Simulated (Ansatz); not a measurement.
LaH₃ in space group Fm-3m (No. 225; La on 4a, H on 4b, H on 8c) at seven volumes, the program Ansatz at the LDA level (PAW), scaled uniformly. One row is withheld.

| V (Å³/atom) | P (GPa) |
|---|---|
| 9.287 | ? |
| 9.593 | 6.23 |
| 9.899 | 2.89 |
| 10.205 | 0.00 |
| 10.512 | -2.50 |
| 10.818 | -4.67 |
| 11.124 | -6.55 |

Task: Fit the shown pressures and predict the withheld one.

Result: P = (3/2)B₀(x^(7/2) − x^(5/2))[1 + (3/4)(B′ − 4)(x − 1)] with x = (V₀/V)^(2/3). Least squares on the six rows gives V₀ = 10.205 Å³/atom, B₀ = 89.5 GPa, B′ = 3.80. At V = 9.287, x = 1.0649 and P = 10.09 GPa. The run itself gave 10.09 GPa.

The workflow started from a Materials Project entry (that database holds measured and hypothetical structures alike); the Crystallography Open Database copy checked does not list it. Whether it is the stable phase at ambient conditions was not checked. The LDA relaxation kept the symmetry of its start; of distortions, only those at the zone centre were tested. Spin–orbit coupling is left out wherever it is not named.

Potentials: the later of the program's two PAW sets.
